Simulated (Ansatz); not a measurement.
Level of theory: DFT PBE, scalar-relativistic, plane waves, PAW (Ansatz). All cells share a 420 eV cutoff and Γ-centred k meshes spaced at most about 0.3 Å⁻¹ (about 0.25 or finer for metals, 2π included). No spin polarisation in the final relaxations.

All energies are static (0 K, no zero-point motion).

Compare these two cells of Hf2Ge3, each relaxed at this level.

A. Space group P-3m1 (No. 164), trigonal, a = 4.702 Å, c = 5.567 Å. Around Hf lie 5 Ge at 2.75–2.82 Å, 3 Hf at 3.05 Å and 3 Ge at 3.07 Å; Ge on a site of symmetry -3m is surrounded by 6 Hf at 2.80 Å and 6 Ge at 3.45 Å; Ge on a site of symmetry 3m has 2 Hf at 2.75–2.82 Å, 3 Ge at 3.02 Å, 3 Hf at 3.07 Å and 3 Ge at 3.45 Å.

B. Space group P6/mmm (No. 191), hexagonal, a = 5.885 Å, c = 4.254 Å. Hf is surrounded by 6 Ge at 2.72 Å and 3 Hf at 3.40 Å; around Ge lie 4 Hf at 2.72 Å and 4 Ge at 2.94 Å.

**Question.** Which is lower in energy, and by how much?

**Answer.** B is lower, by 37 meV/atom. A has space group P-3m1 (No. 164), 21.3 Å³/atom and no gap on its mesh; B has space group P6/mmm (No. 191), 25.5 Å³/atom and no gap. Counting Ge atoms around Hf (those within 1.25 times the shortest such distance or 1.15 times the sum of covalent radii), A has Hf 8 and B has Hf 6. The lower one is the more open, so pressure narrows the difference. Both come from invented guesses.

Spin–orbit coupling, which can matter for Hf, is left out. Cells relaxed within their symmetry can be saddle points.
